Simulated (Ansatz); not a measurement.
RhPb:
Space group P6/mmm (No. 191); a = 5.662 Å, b = 5.662 Å, c = 4.444 Å, α = 90.00°, β = 90.00°, γ = 120.00°

```csv
atom,site,symmetry,x,y,z
Rh,3f,mmm,0.0000,0.5000,0.0000
Pb,2d,-6m2,0.3333,0.6667,0.5000
Pb,1a,6/mmm,0.0000,0.0000,0.0000
```

Relaxed at zero pressure with DFT-PBEsol in the program Ansatz with PAW potentials.

The volume is lowered by 6 % and shape and atoms relax at that volume. What pressure results, and how do the axes share the change?

9.4 GPa; a -2.0 %, b -2.0 %, c -2.1 %; the energy rises by 34 meV/atom.

Give the new structure.


Space group P6/mmm (No. 191); a = b = 5.5478 Å, c = 4.3510 Å, α = β = 90.00°, γ = 120.00°

| atom | site | symmetry | x | y | z |
|---|---|---|---|---|---|
| Rh | 3f | mmm | 0.0000 | 0.5000 | 0.0000 |
| Pb | 2d | -6m2 | 0.3333 | 0.6667 | 0.5000 |
| Pb | 1a | 6/mmm | 0.0000 | 0.0000 | 0.0000 |

The phase is kept; no other phase was compared at this pressure.

The first step of the workflow began from a Materials Project structure, measured or hypothetical; the Crystallography Open Database files this formula in space group No. 191, but the cells were not matched. Whether it is the stable phase at ambient conditions was not checked. Symmetry was held in the PBEsol relaxation. At this level the phase is dynamically unstable (imaginary phonons). The run is not spin-polarised. Axis ratios of metals converge slowly with the k-mesh, so a and c are less sure than the volume. Scalar-relativistic: spin–orbit coupling is off unless named, which matters more the heavier the elements.

Potentials: the later of the program's two PAW sets.
